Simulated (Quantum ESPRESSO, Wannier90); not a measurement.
## WBr6 (R-3): Wannier90 run

Materials Project entry mp-28483; symmetrised, unrelaxed at this level. Not found in the COD (Crystallography Open Database) copy used; not checked further. Level: PBEsol, no spin polarisation, no spin-orbit coupling; pw.x of Quantum ESPRESSO at 60 Ry with PseudoDojo potentials, 4×4×4 k-points, Wannier90. Density: 6×6×6 mesh, cold smearing 0.01 Ry. Spin-orbit coupling is left out although heavy elements are present.

On the energy scale of pw.x, whose zero is arbitrary, the valence-band maximum lies at 2.60 eV.

Input w.win:

```
num_bands = 39
num_wann = 23
exclude_bands = 1-10
num_iter = 0
conv_tol = 1.0e-6
conv_window = 4
dis_num_iter = 1000
dis_conv_tol = 1.0e-6
dis_froz_max = 5.02
write_hr = true
write_u_matrices = true
begin projections
W: d
Br: p
end projections
begin unit_cell_cart
ang
   -3.2802350691    5.6815338005    0.0000000000
   -6.5604701382    0.0000000000    0.0000000000
   -3.2802350691    1.8938446002    5.9655100000
end unit_cell_cart
begin atoms_frac
W    0.0000000000  0.0000000000  0.0000000000
Br  -0.0844000000 -0.3832600000  0.2380300000
Br   0.0844000000  0.3832600000 -0.2380300000
Br  -0.3832600000  0.2296300000  0.2380300000
Br   0.3832600000 -0.2296300000 -0.2380300000
Br   0.2296300000 -0.0844000000  0.2380300000
Br  -0.2296300000  0.0844000000 -0.2380300000
end atoms_frac
mp_grid = 4 4 4
begin kpoints
0.0000000000 0.0000000000 0.0000000000
0.0000000000 0.0000000000 0.2500000000
0.0000000000 0.0000000000 0.5000000000
... (61 more lines: the 4x4x4 mesh through Gamma)
end kpoints
```

Input of pw2wannier90.x that gives the overlap and projection files (equivalent; here they were cut from one run over all bands):

```
&inputpp
  outdir = './out'
  prefix = 'pwscf'
  seedname = 'w'
  write_amn = .true.
  write_mmn = .true.
/
```

Output w.wout (banner and timings cut):

```
                                    ------
                                    SYSTEM
                                    ------

                              Lattice Vectors (Ang)
                    a_1    -3.280235   5.681534   0.000000
                    a_2    -6.560470   0.000000   0.000000
                    a_3    -3.280235   1.893845   5.965510

                   Unit Cell Volume:     222.35563  (Ang^3)

                        Reciprocal-Space Vectors (Ang^-1)
                    b_1     0.000000   1.105896  -0.351084
                    b_2    -0.957734  -0.552948  -0.351084
                    b_3     0.000000   0.000000   1.053252

 *----------------------------------------------------------------------------*
 |   Site       Fractional Coordinate          Cartesian Coordinate (Ang)     |
 +----------------------------------------------------------------------------+
 | w    1   0.00000   0.00000   0.00000   |   -0.00000   0.00000   0.00000    |
 | br   1  -0.08440  -0.38326   0.23803   |    2.01042  -0.02873   1.41997    |
 | br   2   0.08440   0.38326  -0.23803   |   -2.01042   0.02873  -1.41997    |
 | br   3  -0.38326   0.22963   0.23803   |   -1.03009  -1.72671   1.41997    |
 | br   4   0.38326  -0.22963  -0.23803   |    1.03009   1.72671  -1.41997    |
 | br   5   0.22963  -0.08440   0.23803   |   -0.98033   1.75544   1.41997    |
 | br   6  -0.22963   0.08440  -0.23803   |    0.98033  -1.75544  -1.41997    |
 *----------------------------------------------------------------------------*
                                ------------
                                K-POINT GRID
                                ------------

             Grid size =  4 x  4 x  4      Total points =   64

 *---------------------------------- MAIN ------------------------------------*
 |  Number of Wannier Functions               :                23             |
 |  Number of Objective Wannier Functions     :                23             |
 |  Number of input Bloch states              :                39             |
 |  Output verbosity (1=low, 5=high)          :                 1             |
 |  Timing Level (1=low, 5=high)              :                 1             |
 |  Optimisation (0=memory, 3=speed)          :                 3             |
 |  Length Unit                               :               Ang             |
 |  Post-processing setup (write *.nnkp)      :                 F             |
 |  Using Gamma-only branch of algorithms     :                 F             |
 *----------------------------------------------------------------------------*
 *------------------------------- WANNIERISE ---------------------------------*
 |  Total number of iterations                :                 0             |
 |  Number of CG steps before reset           :                 5             |
 |  Trial step length for line search         :             2.000             |
 |  Convergence tolerence                     :         0.100E-05             |
 |  Convergence window                        :                 4             |
 |  Iterations between writing output         :                 1             |
 |  Iterations between backing up to disk     :               100             |
 |  Write r^2_nm to file                      :                 F             |
 |  Write xyz WF centres to file              :                 F             |
 |  Write on-site energies <0n|H|0n> to file  :                 F             |
 |  Use guiding centre to control phases      :                 F             |
 |  Use phases for initial projections        :                 F             |
 *----------------------------------------------------------------------------*
 *------------------------------- DISENTANGLE --------------------------------*
 |  Using band disentanglement                :                 T             |
 |  Total number of iterations                :              1000             |
 |  Mixing ratio                              :             0.500             |
 |  Convergence tolerence                     :         1.000E-06             |
 |  Convergence window                        :                 3             |
 *----------------------------------------------------------------------------*
 *-------------------------------- PLOTTING ----------------------------------*
 |  Plotting Hamiltonian in WF basis          :                 T             |
 *----------------------------------------------------------------------------*

       ... (k-mesh section left out)

 Starting a new Wannier90 calculation ...

 Reading overlaps from w.mmn

 Reading projections from w.amn

 *------------------------------- DISENTANGLE --------------------------------*
 +----------------------------------------------------------------------------+
 |                              Energy  Windows                               |
 |                              ---------------                               |
 |                   Outer:   -2.06301  to   14.46814  (eV)                   |
 |                   Inner:   -2.06301  to    5.02000  (eV)                   |
 +----------------------------------------------------------------------------+
   Number of target bands to extract:   23

                   Unitarised projection of Wannier functions
                   ------------------------------------------
   A_mn = <psi_m|g_n> --> S = A.A^+ --> U = S^-1/2.A
   In dis_project... done
   Using an inner window (linner = T)
   In dis_proj_froz... done

                   Extraction of optimally-connected subspace
                   ------------------------------------------
 +---------------------------------------------------------------------+<-- DIS
 |  Iter     Omega_I(i-1)      Omega_I(i)      Delta (frac.)           |<-- DIS
 +---------------------------------------------------------------------+<-- DIS
       1      34.96597192      34.83802450       3.673E-03    <-- DIS
       2      34.86826413      34.80866106       1.712E-03    <-- DIS
       3      34.82891397      34.79069393       1.099E-03    <-- DIS
       4      34.80269653      34.77870483       6.898E-04    <-- DIS
       5      34.78532557      34.77041779       4.287E-04    <-- DIS
       6      34.77376274      34.76453402       2.655E-04    <-- DIS
       ... (lines left out)
      52      34.74516654      34.74513440       9.253E-07    <-- DIS
      53      34.74516310      34.74513349       8.521E-07    <-- DIS
      54      34.74515998      34.74513272       7.847E-07    <-- DIS

             <<<      Delta < 1.000E-06  over  3 iterations     >>>
             <<< Disentanglement convergence criteria satisfied >>>

        Final Omega_I    34.74513272 (Ang^2)

 +----------------------------------------------------------------------------+

 Writing checkpoint file w.chk... done

 *------------------------------- WANNIERISE ---------------------------------*
 +--------------------------------------------------------------------+<-- CONV
 | Iter  Delta Spread     RMS Gradient      Spread (Ang^2)            |<-- CONV
 +--------------------------------------------------------------------+<-- CONV

 ------------------------------------------------------------------------------
 Initial State
  WF centre and spread    1  (  0.000000, -0.000000,  0.000000 )     1.42305632
  WF centre and spread    2  (  0.000010,  0.000006, -0.000016 )     1.47861753
  WF centre and spread    3  (  0.000006,  0.000011,  0.000011 )     1.47896291
  WF centre and spread    4  ( -0.000016, -0.000003,  0.000009 )     1.45075452
  WF centre and spread    5  ( -0.000008, -0.000008, -0.000005 )     1.45099560
  WF centre and spread    6  (  1.969501, -0.029701,  1.437066 )     1.58637890
  WF centre and spread    7  (  2.011256, -0.026938,  1.376943 )     1.63336118
  WF centre and spread    8  (  1.992334, -0.029549,  1.409665 )     1.53224231
  WF centre and spread    9  ( -1.969509,  0.029708, -1.437077 )     1.58633398
  WF centre and spread   10  ( -2.011254,  0.026921, -1.376953 )     1.63333627
  WF centre and spread   11  ( -1.992335,  0.029549, -1.409665 )     1.53224050
  WF centre and spread   12  ( -1.010462, -1.690823,  1.437075 )     1.58647888
  WF centre and spread   13  ( -1.046634, -1.701402,  1.401042 )     1.55852815
  WF centre and spread   14  ( -1.004157, -1.737691,  1.385746 )     1.60646879
  WF centre and spread   15  (  1.010456,  1.690828, -1.437073 )     1.58647515
  WF centre and spread   16  (  1.046635,  1.701400, -1.401037 )     1.55853671
  WF centre and spread   17  (  1.004155,  1.737678, -1.385749 )     1.60649814
  WF centre and spread   18  ( -0.959097,  1.720470,  1.437075 )     1.58642400
  WF centre and spread   19  ( -0.997071,  1.730875,  1.401980 )     1.55593899
  WF centre and spread   20  ( -0.956029,  1.764683,  1.384531 )     1.60915427
  WF centre and spread   21  (  0.959094, -1.720471, -1.437076 )     1.58643549
  WF centre and spread   22  (  0.997061, -1.730868, -1.401975 )     1.55595727
  WF centre and spread   23  (  0.956022, -1.764708, -1.384535 )     1.60912063
  Sum of centres and spreads ( -0.000041, -0.000035, -0.000018 )    35.79229649

      0     0.358E+02     0.0000000000       35.7922964905  <-- CONV
        O_D=      0.0011335 O_OD=      1.0460303 O_TOT=     35.7922965 <-- SPRD
 ------------------------------------------------------------------------------
 Final State
  WF centre and spread    1  (  0.000000, -0.000000,  0.000000 )     1.42305632
  WF centre and spread    2  (  0.000010,  0.000006, -0.000016 )     1.47861753
  WF centre and spread    3  (  0.000006,  0.000011,  0.000011 )     1.47896291
  WF centre and spread    4  ( -0.000016, -0.000003,  0.000009 )     1.45075452
  WF centre and spread    5  ( -0.000008, -0.000008, -0.000005 )     1.45099560
  WF centre and spread    6  (  1.969501, -0.029701,  1.437066 )     1.58637890
  WF centre and spread    7  (  2.011256, -0.026938,  1.376943 )     1.63336118
  WF centre and spread    8  (  1.992334, -0.029549,  1.409665 )     1.53224231
  WF centre and spread    9  ( -1.969509,  0.029708, -1.437077 )     1.58633398
  WF centre and spread   10  ( -2.011254,  0.026921, -1.376953 )     1.63333627
  WF centre and spread   11  ( -1.992335,  0.029549, -1.409665 )     1.53224050
  WF centre and spread   12  ( -1.010462, -1.690823,  1.437075 )     1.58647888
  WF centre and spread   13  ( -1.046634, -1.701402,  1.401042 )     1.55852815
  WF centre and spread   14  ( -1.004157, -1.737691,  1.385746 )     1.60646879
  WF centre and spread   15  (  1.010456,  1.690828, -1.437073 )     1.58647515
  WF centre and spread   16  (  1.046635,  1.701400, -1.401037 )     1.55853671
  WF centre and spread   17  (  1.004155,  1.737678, -1.385749 )     1.60649814
  WF centre and spread   18  ( -0.959097,  1.720470,  1.437075 )     1.58642400
  WF centre and spread   19  ( -0.997071,  1.730875,  1.401980 )     1.55593899
  WF centre and spread   20  ( -0.956029,  1.764683,  1.384531 )     1.60915427
  WF centre and spread   21  (  0.959094, -1.720471, -1.437076 )     1.58643549
  WF centre and spread   22  (  0.997061, -1.730868, -1.401975 )     1.55595727
  WF centre and spread   23  (  0.956022, -1.764708, -1.384535 )     1.60912063
  Sum of centres and spreads ( -0.000041, -0.000035, -0.000018 )    35.79229649

         Spreads (Ang^2)       Omega I      =    34.745132719
        ================       Omega D      =     0.001133488
                               Omega OD     =     1.046030283
    Final Spread (Ang^2)       Omega Total  =    35.792296491
```
